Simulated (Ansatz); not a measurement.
**Coordination and ⁷Li quadrupole coupling in Li₄ZrO₄**

Cell: a computed structure from the Materials Project (it need not be an observed phase).

```
Li Zr O
1.0
     4.14616   -3.74005    0.00000
     4.14616    3.74005    0.00000
     0.00000    0.00000    6.46218
Li Zr O
8 2 8
Direct
  0.84350 0.84350 0.00000
  0.84350 0.84350 0.50000
  0.40145 0.88187 0.25000
  0.88187 0.40145 0.75000
  0.11814 0.59855 0.25000
  0.59855 0.11814 0.75000
  0.15650 0.15650 0.00000
  0.15650 0.15650 0.50000
  0.34573 0.65427 0.75000
  0.65427 0.34573 0.25000
  0.72680 0.69058 0.25000
  0.69058 0.72680 0.75000
  0.79805 0.20195 0.51104
  0.79805 0.20195 0.98896
  0.20195 0.79805 0.01104
  0.20195 0.79805 0.48896
  0.30943 0.27320 0.25000
  0.27320 0.30943 0.75000
```

Atom numbers follow the list; atoms alike are taken as one site, whose name carries the number of the first.

The numbers come from a DFT calculation in Ansatz (PBE, plane waves and PAW, scalar-relativistic, 420 eV cutoff, Γ-centred 4×4×3 k-points, Fermi–Dirac smearing 0.02 eV).

Q(⁷Li) = -40.10 mb.

(1) Order the Li environments from the weakest to the strongest quadrupole coupling.
A. Li3: 4 O at 1.99–2.19 Å; also 1 Li at 2.35 Å
B. Li1: 4 O at 1.97–1.99 Å

Results:

(1) B (0.096 MHz, η = 0.59), A (0.173 MHz, η = 0.40).

Like point charges on the first shell alone (each adding as 1/d³) would give the same order.

The largest force is 0.4 eV/Å, so the atoms aren't at the calculated equilibrium and relaxing them would move these values. With these PAW files V_zz is typically within 2 to 3 % of all-electron values, but misses above 10 % occur on Li.
